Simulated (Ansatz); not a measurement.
BaTiO3:
```
CELL_PARAMETERS angstrom
      3.95548     0.00000     0.00000
      0.00000     3.95548     0.00000
      0.00000     0.00000     4.04600
ATOMIC_POSITIONS crystal
  Ba 0.50000 0.50000 0.58272
  Ti 0.00000 0.00000 0.09791
  O  0.00000 0.50000 0.06335
  O  0.50000 0.00000 0.06335
  O  0.00000 0.00000 0.55266
```

Relaxed with PBEsol. Special points in fractions of this cell's reciprocal vectors: Γ (0.000, 0.000, 0.000); X (0.000, 0.500, 0.000); M (0.500, 0.500, 0.000); Z (0.000, 0.000, 0.500); R (0.000, 0.500, 0.500); A (0.500, 0.500, 0.500).

List the band energies nearest the valence-band maximum at these points for PBEsol (plane waves, PAW; program Ansatz).

In eV from the valence-band maximum; about four levels below and three above (degenerate sets whole), none deeper than 8.9 eV; points with the same levels are listed once.

| k | below | above |
|---|---|---|
| Γ | -1.29 -0.46 -0.37 -0.37 | 1.85 2.23 2.23 |
| X | -1.94 -1.74 -1.16 -0.98 | 2.34 3.66 3.72 |
| M | -1.83 -0.99 -0.99 -0.04 | 3.76 3.76 4.14 |
| Z | -2.04 -2.01 -0.68 -0.68 | 1.98 3.67 3.67 |
| R | -1.75 -0.97 -0.93 -0.27 | 3.70 3.70 4.05 |
| A | -2.44 -2.44 -0.22 -0.22 0.00 | 4.31 4.31 4.37 |

Space group P4mm. The PBEsol relaxation kept the symmetry of its start. The run is not spin-polarised. Scalar-relativistic: spin–orbit coupling is off unless named, which matters more the heavier the elements.

Potentials: the earlier of the program's two PAW sets. The files were generated under PBE; for other functionals the program regenerates the frozen cores, and for LDA and PBEsol the local potential too.
